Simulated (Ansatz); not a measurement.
**Pressure against volume in Zr3TiN4**

The structure comes from a generated guess, relaxed at this level; another structure or a mixture of phases may lie lower.

Method: DFT PBE, scalar-relativistic, plane waves, PAW in Ansatz 0.2.0. The final run on the 8-atom cell used 420 eV, a Γ-centred 8×8×8 mesh, 0.10 eV smearing and no spin polarisation.

```
Zr Ti N
1.0
     4.52728    0.00000    0.00000
     0.00000    4.52728    0.00000
     0.00000    0.00000    4.52728
Zr Ti N
3 1 4
Direct
  0.00000 0.00000 0.50000
  0.50000 0.00000 0.00000
  0.00000 0.50000 0.00000
  0.50000 0.50000 0.50000
  0.50000 0.50000 0.00000
  0.00000 0.50000 0.50000
  0.50000 0.00000 0.50000
  0.00000 0.00000 0.00000
```

The cell was set to several volumes, with shape and atoms relaxed at each where symmetry leaves them free. Pressure is positive in compression, and energies count from the lowest row. No row has a gap on its mesh.

| row | V (Å³/atom) | P (GPa) | ΔE (meV/atom) |
| --- | --- | --- | --- |
| 1 | 10.207 | 42.25 | 164.2 |
| 2 | 10.555 | 29.04 | 87.2 |
| 3 | 10.903 | ? | ? |
| 4 | 11.251 | 8.21 | 8.7 |
| 5 | 11.599 | 0.04 | 0.0 |
| 6 | 11.947 | -6.93 | 7.7 |
| 7 | 12.295 | -12.89 | 29.5 |
| 8 | 12.759 | -19.47 | 76.7 |

**Question.** Find B = −V·ΔP/ΔV from rows 4 and 6 and from rows 1 and 2, and from the two its slope B′ and its value B0 at zero pressure.

**Answer.** Rows 4 and 6 give −(11.251 + 11.947)/2 × (-6.93 − (8.21))/(11.947 − 11.251) = 252.3 GPa at a mean pressure of 0.64 GPa. Rows 1 and 2 give −(10.207 + 10.555)/2 × (29.04 − (42.25))/(10.555 − 10.207) = 394.1 GPa at a mean pressure of 35.64 GPa. So B′ = (394.1 − 252.3)/(35.64 − (0.64)) = 4.05 and B0 = 252.3 − 4.05 × (0.64) = 249.7 GPa. A third-order Birch–Murnaghan fit to all the energies gives B0 = 251.1 GPa and B′ = 4.3.

**Question.** Estimate the pressure and energy of row 3.

**Answer.** From row 5, V0 = 11.599 × (1 + (0.04)/249.7) = 11.601 Å³/atom. Murnaghan's form P = (B0/B′)·[(V0/V)^B′ − 1] gives (249.7/4.05) × [(11.601/10.903)^4.05 − 1] = 17.62 GPa; the computed pressure is 17.80 GPa, so the estimate is off by -0.18 GPa. The work of compression from row 4, with the mean of the two pressures, gives ΔE = 8.7 + (17.62 + 8.21)/2 × (11.251 − 10.903)/160.2 × 1000 = 36.8 meV/atom (1 eV/Å³ = 160.2 GPa); the computed value is 36.6 meV/atom.

All volumes keep the k mesh of the relaxed cell. A later test with randomly moved atoms came back to the same energy, though modes that don't fit the test's cell weren't probed.
